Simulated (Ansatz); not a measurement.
AlCuCl4:
```
AlCuCl4
1.0
    5.43097     0.00000     0.00000
    0.00000     5.43097     0.00000
    0.00000     0.00000    10.01976
Al Cu Cl
2 2 8
Cartesian
  0.00000   2.71549   2.50494
  2.71549   0.00000   7.51482
  0.00000   0.00000   0.00000
  0.00000   0.00000   5.00988
  1.47184   1.26480   8.73889
  1.26480   3.95913   1.28088
  3.95913   4.16618   8.73889
  4.16618   1.47184   1.28088
  1.47184   4.16618   6.29076
  1.26480   1.47184   3.72901
  3.95913   1.26480   6.29076
  4.16618   3.95913   3.72901
```

Relaxed with r²SCAN. Special points in fractions of this cell's reciprocal vectors: Γ (0.000, 0.000, 0.000); X (0.000, 0.500, 0.000); M (0.500, 0.500, 0.000); Z (0.000, 0.000, 0.500); R (0.000, 0.500, 0.500); A (0.500, 0.500, 0.500).

Question: List the band energies nearest the valence-band maximum at these points for plane-wave PAW r²SCAN (Ansatz code).

Answer: In eV from the valence-band maximum; about four levels below and three above (degenerate sets whole), none deeper than 8.9 eV; points with the same levels are listed once.

| k | below | above |
|---|---|---|
| Γ | -0.23 -0.23 -0.15 -0.15 -0.14 | 3.07 4.53 4.53 |
| X | -0.23 -0.20 -0.11 -0.11 | 4.57 4.85 5.15 |
| M | -0.19 -0.19 -0.10 -0.10 0.00 | 4.32 4.74 4.74 |
| Z | -0.20 -0.20 -0.18 -0.18 | 3.89 3.89 4.99 4.99 |
| R | -0.20 -0.20 -0.14 -0.10 | 4.49 5.09 5.44 |
| A | -0.18 -0.18 -0.09 -0.09 | 4.77 4.77 4.94 4.94 |

Space group P-42c. The first step of the workflow began from a Materials Project structure, measured or hypothetical; the Crystallography Open Database copy checked does not list it. COD files the formula under space group No. 33. Whether it is the stable phase at ambient conditions was not checked. The r²SCAN relaxation kept the symmetry of its start; its stability against distortions is not shown here. The run is not spin-polarised.

Potentials: the later of the program's two PAW sets.
